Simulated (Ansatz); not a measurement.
An Ansatz (a program for electronic structure) input:

Ansatz 0.2 input:
```yaml
crystal:
  lattice:
    - [3.4368668955, 0.0, 0.0]
    - [-1.7184334478, 2.9764140409, 0.0]
    - [0.0, 0.0, 7.8046820019]
  atoms:
    - { symbol: Be, position: [0.5, 0.0, 0.0] }
    - { symbol: Be, position: [0.0, 0.5, 0.3333333333] }
    - { symbol: Be, position: [0.5, 0.5, 0.6666666667] }
    - { symbol: S, position: [0.5, 0.0, 0.5] }
    - { symbol: S, position: [0.0, 0.5, 0.8333333333] }
    - { symbol: S, position: [0.5, 0.5, 0.1666666667] }
kpoints:
  mp_grid: { grid: [8, 8, 3] }
hamiltonian:
  xc: r2scan
  dispersion: d4
  pseudopotentials: { azcp: { folder: ./paw }, kind: paw }
scf:
  occupations: { method: fixed }
output:
  optics: { e_range: [0.0, 15.0], de: 0.05, sigma: 0.1, bands: { spectra_wanted_up_to: 12 eV } }
```

Question: How many symmetry operations and irreducible k-points will the run report?

Answer: 12 operations, 20 of 192 k-points.

Question: With a cutoff of 500 eV, how many plane waves at Γ?

Answer: 2033.

It took very roughly 80 core-seconds on shared server cores.

Space group P6_422. The start of the workflow was typed in or built on a structure type; neither database checked (COD, Materials Project) lists it. COD files the formula under space group No. 216, so this cell is another polymorph or a model. Its standing as an ambient phase is unchecked. Symmetry was held in the r²SCAN+D4 relaxation; its stability against distortions is not shown here.

Potentials: the earlier of the program's two PAW sets.

Ansatz is a plane-wave DFT program.
